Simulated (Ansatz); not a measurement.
Sb2Se3 in space group Pnma (No. 62; Pearson symbol oP20) under volume change, plane-wave PAW LDA (Ansatz code), shape and atoms relaxed at each volume.

```
V (Å³/atom)  E − E(relaxed) (meV/atom)  P (GPa)
-----------  -------------------------  -------
23.283                            28.0     4.43
24.051                            11.3     2.58
24.818                             2.6     1.13
25.586                             0.0     0.01
26.353                             2.1    -0.83
27.121                             7.6    -1.42
27.888                            15.4    -1.82
```

Task: What does a third-order Birch–Murnaghan fit give for V₀, B₀ and B′?

Result: V₀ = 25.60 Å³/atom, B₀ = 31.6 GPa, B′ = 8.7.

Symmetry was held in the LDA relaxation. A crystal of weakly bound chains computed without a dispersion correction: the cell and the soft elastic constants depend strongly on that. Spin–orbit coupling is left out wherever it is not named.

Potentials: the later of the program's two PAW sets.
